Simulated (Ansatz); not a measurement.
**ScCu: how the plane-wave cutoff moves the results**

Method: DFT PBEsol, scalar-relativistic, plane waves, PAW in Ansatz.

```
CELL_PARAMETERS angstrom
3.25600 0.00000 0.00000
0.00000 3.25600 0.00000
0.00000 0.00000 3.25600
ATOMIC_POSITIONS crystal
Sc 0.50000 0.50000 0.50000
Cu 0.00000 0.00000 0.00000
```

The Γ-centred k-mesh is 14×14×14. The occupation rule is Gaussian smearing, 0.1 eV. The spin treatment is unpolarised and the valence charge of the PAW sets is Sc 11, Cu 19.

The atoms stay fixed while the plane-wave cutoff is varied. ΔE is the energy extrapolated to zero smearing, less that of the reference run (500 eV). The cell isn't necessarily relaxed at this level. Pressure is positive in compression and holds a correction for the finite cutoff (Pulay stress).

Problem. One run gave ΔE = 9.30 meV/atom and P = -3.86 GPa. Which plane-wave cutoff did it use, of 250, 300, 350, 420?

Solution. 350 eV. All runs:

```tsv
cutoff (eV)	ΔE (meV/atom)	P (GPa)	plane waves at Γ
250	1397	-3.28	305
300	162	-3.66	437
350	9.30	-3.86	485
420	0.96	-3.90	691
500	0.00	-3.89	895
```